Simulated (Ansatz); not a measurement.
ZrAl$_{3}$:
```
ZrAl3
1.0
   -1.99272     1.99272     8.58733
    1.99272    -1.99272     8.58733
    1.99272     1.99272    -8.58733
Al Zr
6 2
Direct
  0.50000   0.00000   0.50000
  0.00000   0.50000   0.50000
  0.75000   0.25000   0.50000
  0.25000   0.75000   0.50000
  0.37463   0.37463   0.00000
  0.62537   0.62537   0.00000
  0.11876   0.11876   0.00000
  0.88124   0.88124   0.00000
```

Relaxed with PBEsol. Special points in fractions of this cell's reciprocal vectors: Γ (0.000, 0.000, 0.000); X (0.000, 0.000, 0.500); P (0.250, 0.250, 0.250); N (0.000, 0.500, 0.000); M (0.500, 0.500, -0.500); S (0.263, 0.737, -0.263); S0 (-0.263, 0.263, 0.263); R (-0.027, 0.027, 0.500); G (0.500, 0.500, -0.027).

Question: List the band energies nearest the Fermi level at these points for PBEsol with spin–orbit coupling (plane waves, PAW; program Ansatz).

Answer: In eV from the Fermi level; about four levels below and three above (degenerate sets whole), none deeper than 8.9 eV; points with the same levels are listed once.

```tsv
k	below	above
Γ	-1.51 -1.51 -1.49 -1.49	0.15 0.15 0.82 0.82
X	-1.50 -1.50 -0.78 -0.78	0.90 0.90 2.14 2.14
P	-1.66 -1.66 -1.10 -1.10	1.52 1.52 2.07 2.07
N	-1.35 -1.35 -0.69 -0.69	0.34 0.34 1.14 1.14
M	-1.24 -1.24 -1.19 -1.19	0.29 0.29 0.59 0.59
S	-1.28 -1.28 -0.79 -0.79	0.53 0.53 1.24 1.24
R	-1.49 -1.49 -0.75 -0.75	0.94 0.94 2.14 2.14
```

Space group I4/mmm. The workflow started from an entry of the Crystallography Open Database (COD). Its standing as an ambient phase is unchecked. The PBEsol relaxation kept the symmetry of its start; its stability against distortions is not shown here. No spin polarisation was allowed.

Potentials: the later of the program's two PAW sets.
